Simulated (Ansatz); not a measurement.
Relaxed Au (fcc, Cu type):

```
CELL_PARAMETERS angstrom
      4.15726     0.00000     0.00000
      0.00000     4.15726     0.00000
      0.00000     0.00000     4.15726
ATOMIC_POSITIONS crystal
  Au 0.00000 0.00000 0.00000
  Au 0.50000 0.50000 0.00000
  Au 0.50000 0.00000 0.50000
  Au 0.00000 0.50000 0.50000
```

In each cell atom 3 (Au, nearest neighbour Au at 2.940 Å; its periodic images, 4.2 Å or more away, move with it) moves by s·(0.000, 0.000, 1.000) (along Cartesian z), the rest being held.

The numbers are results of PBE (plane waves to 420 eV, PAW, scalar-relativistic; Ansatz, a first-principles code), not measurements. k mesh 9×9×9 (Γ-centred), Fermi-Dirac smearing 0.05 eV. Energies are smeared free energies. With partly filled bands, energies and forces of such displacements shift with the k mesh and the smearing. Au was relaxed with its symmetry unable to fall. Spin-orbit coupling is left out, though Au is heavy. The PAW data are Ansatz's earlier set. The zero of ΔE is the undisplaced structure. The last digit holds for this mesh only.

| s (Å) | ΔE (meV/cell) |
|---|---|
| -0.290 | 238.6 |
| -0.232 | 149.6 |
| -0.174 | 82.8 |
| -0.116 | 36.3 |
| -0.058 | 9.0 |
| 0.000 | 0.0 |
| 0.058 | 9.0 |
| 0.116 | 36.3 |
| 0.174 | 82.8 |
| 0.232 | 149.6 |
| 0.290 | 238.6 |

### Question
What force constant k = d²E/ds² at s = 0 does the table give?

### Answer
5.3 eV/Å². It is the second difference of the nearest points, corrected with the next pair.

### Question
With k = 5.35 eV/Å² from the forces, is the well harmonic out to s = 0.290 Å?

### Answer
½ks² = 225 meV/cell against the computed 239 meV/cell, so the well is stiffer than harmonic there.

(A displaced cell: forces are minus the slopes of the energy, force constants its curvatures, and phonons follow from these.)
